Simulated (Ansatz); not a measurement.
Te (simple cubic, Pm-3m) at seven volumes, plane-wave PAW r²SCAN (Ansatz code), scaled uniformly. One row is withheld.

```tsv
V (Å³/atom)	P (GPa)
29.495	?
30.467	3.91
31.439	1.79
32.412	0.00
33.384	-1.51
34.356	-2.77
35.329	-3.81
```

Fit the shown pressures and predict the withheld one.

P = (3/2)B₀(x^(7/2) − x^(5/2))[1 + (3/4)(B′ − 4)(x − 1)] with x = (V₀/V)^(2/3). Least squares on the six rows gives V₀ = 32.409 Å³/atom, B₀ = 54.5 GPa, B′ = 4.85. At V = 29.495, x = 1.0648 and P = 6.46 GPa. The run itself gave 6.40 GPa.

A made-up cell: these elements were put on the sites of a structure type; neither database checked (COD, Materials Project) lists it. It is not the phase usual at ambient conditions (space group No. 152). The r²SCAN relaxation kept the symmetry of its start; its stability against distortions is not shown here. Spin–orbit coupling is left out wherever it is not named.

Potentials: the later of the program's two PAW sets.
